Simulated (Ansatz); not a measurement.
The start is a generated cell, PtSe2 placed in the CdI2 structure type. The structure is fully relaxed (lattice and positions, P = 0) with r2SCAN (plane waves to 500 eV, PAW, scalar-relativistic; Ansatz, a first-principles code). The first steps use a coarse 7×7×4 k-mesh.

The start:
```
CELL_PARAMETERS angstrom
      3.66767     0.00000     0.00000
     -1.83383     3.17629     0.00000
      0.00000     0.00000     5.91671
ATOMIC_POSITIONS crystal
  Pt 0.00000 0.00000 0.00000
  Se 0.33333 0.66667 0.25200
  Se 0.66667 0.33333 0.74800
```

| Quantity | Result |
|---|---|
| Largest initial force | 1.66 eV/Å, on Se2, Se3 (atoms numbered as listed) |
| Outcome | The space group stays P-3m1 (No. 164) (the run could not lower it); the end is CdI2 type, with 3 atoms in the primitive cell |
| Energy released | 0.09 eV/atom |
| Volume change | +1.2 %, from 22.98 to 23.25 Å³/atom |
| Optimiser moves | 9 |

It ends as:

```cif
data_PtSe2
_chemical_formula_sum 'Pt1 Se2'
_space_group_name_H-M_alt 'P-3m1'
_space_group_IT_number 164
_space_group_name_Hall '-P 3 2"'
_cell_length_a 3.71687
_cell_length_b 3.71687
_cell_length_c 5.83020
_cell_angle_alpha 90.000
_cell_angle_beta 90.000
_cell_angle_gamma 120.000
loop_
_atom_site_label
_atom_site_type_symbol
_atom_site_symmetry_multiplicity
_atom_site_Wyckoff_symbol
_atom_site_fract_x
_atom_site_fract_y
_atom_site_fract_z
_atom_site_occupancy
Pt1 Pt 1 a 0.00000 0.00000 0.00000 1
Se1 Se 2 d 0.33333 0.66667 0.22495 1
```

Final values are on a 10×10×6 k-mesh of the relaxed cell. No spin polarisation in the result. Without a van der Waals term the distances between weakly bound units are poorly fixed.

The run could not lose the symmetry of its start; a randomly shaken copy of 6 atoms returns to this structure.

Without dispersion the volume is uncertain too.
